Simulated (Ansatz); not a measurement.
This Ansatz input for ReS (zincblende structure) was spoiled on purpose:

```yaml
crystal:
  lattice:
    - [0.0, 2.6183291373, 2.6183291373]
    - [2.6183291373, 0.0, 2.6183291373]
    - [2.6183291373, 2.6183291373, 0.0]
  atoms:
    - { symbol: Re, position: [0.0, 0.0, 0.0], spin: 2.0 }
    - { symbol: S, position: [0.25, 0.25, 0.25] }
basis:
  ecutwfc: 420
  ecutrho_ratio: 4
kpoints:
  mp_grid: { grid: [12, 12, 12] }
hamiltonian:
  xc: pbe
scf:
  occupations: { method: fermi_dirac, width: 1.0 }
  max_iter: 75
output:
  forces: true
  stress: true
magnetization:
  spin_polarized: true
```

Launched as:
```sh
ansatz run input.yaml --threads 2 --pin off --max-ram 2662MiB --backend cpu --events-out ev --progress --plain --runs-dir out
```

What the program printed:

SCF trace (energy estimate counted from the last row):
| iteration | ΔE (eV) | density residual (eV) |
| --- | --- | --- |
| 1 | -0.152 | 6.48e-1 |
| 2 | 0.009 | 3.12e-1 |
| 3 | -4.0e-03 | 4.74e-2 |
| 4 | 3.6e-03 | 2.93e-3 |
| 5 | 3.6e-04 | 4.43e-4 |
| 6 | 5.0e-05 | 2.44e-5 |
| 7 | 2.0e-06 | 1.67e-6 |
| 8 | 0.000 | 1.20e-7 |
| 9 | 0.000 | 6.25e-8 |
| 10 | 0.000 | 3.85e-10 |

```
SCF 1 converged in 10 iterations: F = -11771.788477 eV  dr2 = 3.85e-10
SCF converged after 10 iterations
Magnetization: 0.0000 μB (10.5000 up, 10.5000 down)
Absolute magnetization: 0.0000 μB (∫|ρ↑−ρ↓|, with the PAW one-centre terms)
Per-site moments (μB) at R_I (Å): [(0.00000, 0.93536), (0.00000, 0.93536)]
Free energy (F): -11771.788477 eV
E sigma→0 (E₀):  -11769.525673 eV
Entropy (-TS):   -4.525608 eV (-2262.804 meV/atom)
Fermi energy:    14.073531 eV
--- Forces (eV/Å), atoms counted from 1 ---
  atom   1  Re     0.00000000     0.00000000     0.00000000
  atom   2  S      0.00000000     0.00000000     0.00000000
--- Stress (GPa, compression-positive) ---
       14.385664       0.000000       0.000000
        0.000000      14.385664       0.000000
        0.000000       0.000000      14.385664
  P = ⅓ Tr σ = 14.3857 GPa (143.857 kbar)
```

What is wrong with it?

A smearing of electronvolts. Against the sound input: scf.occupations: {"method": "gaussian", "width": 0.05} → {"method": "fermi_dirac", "width": 1.0} (the cap on iterations is only a precaution).

The run converged all the same; its pressure of 14 GPa shows the fault against the sound run's. Its energy lies -34 meV/atom from the sound one. Run time: 6 s on 2 threads of Arm Neoverse V2, on a shared host, peak memory 0.37 GiB. The run before the change (PBE, 420 eV, 12×12×12 mesh) gave:

| run | P (GPa) | gap on the mesh (eV) | cell moment (μB) | largest force component (eV/Å) |
| --- | --- | --- | --- | --- |
| sound | 0.0 | metal | 0.00 | 0.000 |
| spoiled | 14.4 | metal | 0.00 | 0.000 |

The two runs also differ in their start: the sound one had the moments 0.05, 0.00 μB typed, and went on from the state of an earlier run.

This is a trial structure made by placing the elements on a prototype's sites, so it needn't be the stable form.
